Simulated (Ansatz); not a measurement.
Relaxed GaP (zinc blende):

```
CELL_PARAMETERS angstrom
      0.00000     2.72569     2.72569
      2.72569     0.00000     2.72569
      2.72569     2.72569     0.00000
ATOMIC_POSITIONS crystal
  P  0.75000 0.75000 0.75000
  Ga 0.00000 0.00000 0.00000
```

In each cell atom 2 (Ga, nearest neighbour P at 2.361 Å; its periodic images, 3.9 Å or more away, move with it) moves by s·(0.707, 0.707, 0.000) (along Cartesian [110]), the rest being held.

These are r2SCAN (plane waves to 500 eV, PAW, scalar-relativistic; Ansatz, an electronic-structure program) values and carry that method's errors. k mesh 8×8×8 (Γ-centred), Fermi-Dirac smearing 0.05 eV. Energies are smeared free energies. As the smearing reaches across the gap at some points, energies and forces of such displacements shift with the k mesh and the smearing. GaP was relaxed with its symmetry unable to fall. ΔE is measured from the undisplaced structure. The last digit holds for this mesh only.

| s (Å) | ΔE (meV/cell) |
|---|---|
| -0.710 | 2861.5 |
| -0.568 | 1764.1 |
| -0.426 | 962.9 |
| -0.284 | withheld |
| -0.142 | 103.3 |
| 0.000 | 0.0 |
| 0.142 | 103.3 |
| 0.284 | withheld |
| 0.426 | 962.9 |
| 0.568 | 1764.1 |
| 0.710 | 2861.5 |

**Question.** Fit an even polynomial form (powers 2, 4) to the given rows and predict ΔE at s = 0.284.

**Answer.** Least squares on the 9 given rows: ΔE = (5097)·s² + (1149)·s⁴, in meV/cell with s in Å; root-mean-square residual 0.08 meV/cell. At 0.284 the fit gives 418.6 meV/cell; the calculation gives 418.7 meV/cell, so the interpolation is off by -0.1 (-0.0 %). The quadratic term alone would give 411.1 meV/cell.

(A displaced cell: forces are minus the slopes of the energy, force constants its curvatures, and phonons follow from these.)
